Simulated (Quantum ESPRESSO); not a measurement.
# Moving one atom in ZnGa2SiN4

The results below are calculated, not measured. They come from pw.x of Quantum ESPRESSO 7.5, a plane-wave density functional program, with PseudoDojo standard norm-conserving files (v0.5 for PBE, v0.4.1 for LDA and PBEsol). The cells are made up: elements, strain and atom displacements were drawn at random, and nothing was relaxed. There is no spin polarisation, spin-orbit coupling or dispersion term.

The cell has 8 sites of a wurtzite lattice (rectangular cell). Sites 1 to 4 hold Zn Ga Ga Si; sites 5 to 8 hold N N N N. Cell vectors in Å: (3.146, 0.027, -0.053); (0.047, 5.590, -0.019); (-0.086, -0.018, 5.227). Settings: PBE, cutoff 1143 eV, 8 x 6 x 6 k mesh shifted by half a step, Fermi-Dirac smearing of 0.1 eV.

Each run shifts the N atom on site 5 along x and leaves all else fixed. Site 3 is one of its nearest neighbours. E is the free energy of the cell above the lowest run shown.

```
run  shift (Å)  Fx on site 5 (eV/Å)  Fx on site 3 (eV/Å)  P (GPa)  E (meV)
  1    -0.1250                2.897               -2.731     0.21    277.9
  2    -0.1031                2.547               -2.482    -0.08    218.3
  3    -0.0858                2.278               -2.291    -0.28    176.6
  5     0.0346                0.522               -1.080    -1.27      9.9
  6     0.0728               -0.005               -0.725    -1.42      0.0
  7     0.1314               -0.801               -0.191    -1.52     23.7
  4     0.0226                    ?                    ?        ?        ?
```

A rerun of one of these cells at 1437 eV and k mesh 10 x 8 x 8 moved values by no more than 0.003 eV in the cell's energy, 0.02 GPa in stress and 0.002 eV/Å in force.

## Worked fit

A parabola through the six runs shown gives Fx on site 5 = 1.014 - 14.41 u + 4.8 u² eV/Å, with u in Å and a scatter of 0.008 eV/Å. Minus the slope, 14.41 ± 0.18 eV/Å², is this atom's force constant along x at u = 0, with its periodic images moving too. The fitted force vanishes at u = 0.072 Å, where the energy should be lowest along this line. The error is the larger of the fit's own and the change that a cubic makes, rounded up.

## Withheld run

Question: what Fx on site 5 should run 4 give?

The fit gives 0.691 eV/Å. The calculation gave 0.690 eV/Å.

| run | shift (Å) | Fx on site 5 (eV/Å) | Fx on site 3 (eV/Å) | P (GPa) | E (meV) |
| --- | --- | --- | --- | --- | --- |
| 4 | 0.0226 | 0.690 | -1.193 | -1.20 | 17.1 |